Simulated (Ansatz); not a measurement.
**Zone-centre phonons of Al₂Ru at 6 GPa: input and output**

These are results of Ansatz, DFT LDA, scalar-relativistic, plane waves, PAW, not measurements.

Launched with:
```bash
ansatz run input.yaml --threads 2 --pin off --max-ram 6144MiB --backend cpu --events-out ev --progress --plain --runs-dir out
```

Input (bare energies are in eV):
```yaml
crystal:
  lattice:
    - [0.0, 3.9126822075, 4.3143246796]
    - [2.3090723019, 0.0, 4.3143246796]
    - [2.3090723019, 3.9126822075, 0.0]
  atoms:
    - { symbol: Al, position: [0.0793262654, 0.4206737346, 0.0793262654] }
    - { symbol: Al, position: [0.4206737346, 0.0793262654, 0.4206737346] }
    - { symbol: Al, position: [0.1706737346, 0.8293262654, 0.1706737346] }
    - { symbol: Al, position: [0.8293262654, 0.1706737346, 0.8293262654] }
    - { symbol: Ru, position: [0.75, 0.75, 0.75] }
    - { symbol: Ru, position: [0.5, 0.5, 0.5] }
basis:
  ecutwfc: 420
kpoints:
  mp_grid: { grid: [10, 10, 10] }
hamiltonian:
  xc: lda
scf:
  occupations: { method: gaussian, width: 0.01 }
output:
  eigenvalues: true
phonons:
  method: dfpt
  eigenvectors: true
```

The end of the output:
```
--- Phonons (Γ-DFPT): 6 representative perturbations + reference, on 282 of 1000 k-points (Σ response iterations 20) ---
  k mesh reduced under 2 symmetry operations, with k and −k counted as one. Each operation leaves every solved displacement unchanged or reverses it
  ASR residual: 1.316e-4 → 0.000e0 eV/Å²; symmetrization residual: 7.296e-6 eV/Å²
  ASR residual per site (eV/Å²): 1.88e-5 1.88e-5 1.88e-5 1.88e-5 1.32e-4 1.32e-4
  Γ frequencies (cm⁻¹): 0.00 0.00 0.00 143.44 195.97 215.74 237.17 260.19 261.03 265.73 281.90 320.53 369.99 376.81 404.40 415.13 435.09 494.40
  non-analytic LO–TO correction: not included (Born effective charges unavailable; polar crystals: no LO–TO splitting at Γ)
```

Time: 2.9 min on 2 threads of Oxide Virtual Turin-like Processor (Zen 5), on a shared host, peak memory 2.1 GiB.

Other phases may be more stable at this pressure. The bands were filled as in an insulator; under compression the gap may have closed between mesh points.